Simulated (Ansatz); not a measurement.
What a change of settings does to a run on ZrOs

The cell comes from COD entry 1523503, which wasn't checked; take it as a given geometry.

First run: DFT, PBEsol, all-electron LAPW, scalar-relativistic (Ansatz 0.2.0).

Command: `ansatz run input.yaml --threads 1 --pin off --max-ram 2048MiB --backend cpu --events-out ev --progress --plain --runs-dir out` The run took about 74 s on 1 thread of a shared machine.

```yaml
crystal:
  lattice:
    - [3.263, 0.0, 0.0]
    - [0.0, 3.263, 0.0]
    - [0.0, 0.0, 3.263]
  atoms:
    - { symbol: Zr, position: [0.5, 0.5, 0.5] }
    - { symbol: Os, position: [0.0, 0.0, 0.0] }
kpoints:
  mp_grid: { grid: [10, 10, 10] }
scf:
  occupations: { method: fermi_dirac, width: 0.05 }
hamiltonian:
  xc: pbesol
  pseudopotentials: { kind: all_electron, lapw: { basis_error: 0.001 } }
output:
  forces: true
  stress: true
relax:
  f_tol: 0.005
  max_steps: 80
  cell: {}
```

Result: converged; relaxed volume 17.102 Å³/atom; 29 SCF iterations in all.

Spin–orbit coupling is left out, though it moves levels of the heavy atoms by tenths of an eV or more.

A second input differs as follows:

```diff
@@ -11,4 +11,5 @@
 scf:
   occupations: { method: fermi_dirac, width: 0.05 }
+  max_iter: many
 hamiltonian:
   xc: pbesol
```

Task: What is wrong with it, and what does the program do?

Result: The fault is a value of the wrong type. The run refused before any iteration. The log ends:
```
Error: YAML parse error: error: line 13 column 13: invalid u64
  --> <input>:13:13
   |
11 | scf:
12 |   occupations: { method: fermi_dirac, width: 0.05 }
13 |   max_iter: many
   |             ^ invalid u64
14 | hamiltonian:
15 |   xc: pbesol
   |
```
